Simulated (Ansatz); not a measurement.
Task: Each is relaxed and computed with r²SCAN (plane waves, PAW; program Ansatz). Which is the only metal?
A. Nb2GaC, P6_3/mmc (Nb on 4f, Ga on 2d, C on 2a)
B. Te2Mo, P6_3/mmc (Te on 4f, Mo on 2c)
C. Ga2NiO4, Imma (Pearson symbol oI28)
D. WS2, P6_3/mmc (W on 2c, S on 4f)

Result: A, Nb2GaC, P6_3/mmc (Nb on 4f, Ga on 2d, C on 2a). Nb2GaC: metal; WS2: gap 1.37 eV (indirect); Ga2NiO4: gap 1.56 eV (direct); Te2Mo: gap 1.06 eV (indirect). Spin orders computed, not proven ground states: Ga2NiO4, Imma (Pearson symbol oI28) ferromagnetic. Standing as an ambient phase not checked: Nb2GaC, P6_3/mmc (Nb on 4f, Ga on 2d, C on 2a); Ga2NiO4, Imma (Pearson symbol oI28). Weakly bound layers, chains or molecules computed without a dispersion correction, so cells and soft constants are ill determined: WS2, P6_3/mmc (W on 2c, S on 4f); Te2Mo, P6_3/mmc (Te on 4f, Mo on 2c). Perhaps ordered models of mixed-site phases: Ga2NiO4, Imma (Pearson symbol oI28). All cells were relaxed under the symmetry of their starts (and spin orders); stability against distortions was not tested throughout. Rows with no word on spin ran without spin polarisation. No Hubbard U is applied. Scalar-relativistic: spin–orbit coupling is off unless named, which matters more the heavier the elements.

Potentials: the earlier of the program's two PAW sets.
